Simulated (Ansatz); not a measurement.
CaSe:
```xyz
2
Lattice="0.0000 2.9674 2.9674 2.9674 0.0000 2.9674 2.9674 2.9674 0.0000" Properties=species:S:1:pos:R:3 pbc="T T T"
Ca     0.0000     0.0000     0.0000
Se     2.9674     2.9674     2.9674
```

Relaxed with r²SCAN. Special points in fractions of this cell's reciprocal vectors: Γ (0.000, 0.000, 0.000); X (0.500, 0.000, 0.500); U (0.625, 0.250, 0.625); K (0.375, 0.375, 0.750); L (0.500, 0.500, 0.500); W (0.500, 0.250, 0.750).

Problem. List the band energies nearest the valence-band maximum at these points for r²SCAN with spin–orbit coupling (plane waves, PAW; program Ansatz).

Solution. In eV from the valence-band maximum; about four levels below and three above (degenerate sets whole), none deeper than 8.9 eV; points with the same levels are listed once.

```
k                    below                          above
-  -----------------------  -----------------------------
Γ      0.00 0.00 0.00 0.00  3.96 3.96 4.09 4.09 4.09 4.09
X  -1.18 -1.18 -0.96 -0.96            2.39 2.39 5.47 5.47
U  -2.13 -2.13 -1.22 -1.22            3.66 3.66 6.14 6.14
L  -1.39 -1.39 -1.20 -1.20            4.97 4.97 5.91 5.91
W  -2.02 -2.02 -1.74 -1.74            4.77 4.77 4.82 4.82
```

Space group Fm-3m (rock salt). The cell was relaxed with r²SCAN under the symmetry of its start; phonons on a q-mesh show no instability.

Potentials: the later of the program's two PAW sets.
